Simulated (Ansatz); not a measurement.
MoPt₂ in space group Immm (No. 71; Mo on 2a, Pt on 4i), plane-wave PAW r²SCAN (Ansatz code), all energies at zero smearing, with the estimated change up to a 700 eV cutoff added, with one set of potentials and settings (totals compare only within such a set). Cell of 3 atoms (1 Mo, 2 Pt): -30042.341 eV.

```
element             reference phase  E (eV/atom)
-------  --------------------------  -----------
Mo       Im-3m, 1 atoms in the cell   -4967.5975
Pt       Fm-3m, 1 atoms in the cell  -12536.7848
```

Formation energy per atom, worked out: (-30042.341 − 1×(-4967.5975) − 2×(-12536.7848))/3 = -0.391 eV/atom (-38 kJ per mol of atoms), at 0 K, without zero-point energy or fitted corrections.

The first step of the workflow began from a Materials Project structure, measured or hypothetical; the Crystallography Open Database files this formula in space group No. 71, but the cells were not matched. Whether it is the stable phase at ambient conditions was not checked. The r²SCAN relaxation kept the symmetry of its start; its stability against distortions is not shown here. The run is not spin-polarised. The references are the lowest solids computed at this level, not always the standard phases. Spin–orbit coupling is left out wherever it is not named.

Potentials: the later of the program's two PAW sets.
